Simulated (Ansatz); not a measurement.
Problem. Each is relaxed and computed with DFT-r²SCAN in the program Ansatz with PAW potentials. Which is the only one with a gap?
(A) LaAs2Ru2, I4/mmm (La on 2a, As on 4e, Ru on 4d)
(B) LaSiRu, P4/nmm (La on 2c, Si on 2c, Ru on 2a)
(C) SbRuS, P2_1/c (Sb on 4e, Ru on 4e, S on 4e)
(D) SbRu, Pnma (Ru on 4c, Sb on 4c)

Solution. C, SbRuS, P2_1/c (Sb on 4e, Ru on 4e, S on 4e). SbRuS: gap 1.05 eV (indirect); SbRu: metal; LaAs2Ru2: metal; LaSiRu: metal. Standing as an ambient phase not checked: SbRuS, P2_1/c (Sb on 4e, Ru on 4e, S on 4e); SbRu, Pnma (Ru on 4c, Sb on 4c); LaAs2Ru2, I4/mmm (La on 2a, As on 4e, Ru on 4d); LaSiRu, P4/nmm (La on 2c, Si on 2c, Ru on 2a). All cells were relaxed under the symmetry of their starts (and spin orders); stability against distortions was not tested throughout. Rows with no word on spin ran without spin polarisation. Spin–orbit coupling is left out wherever it is not named.

Potentials: the later of the program's two PAW sets.
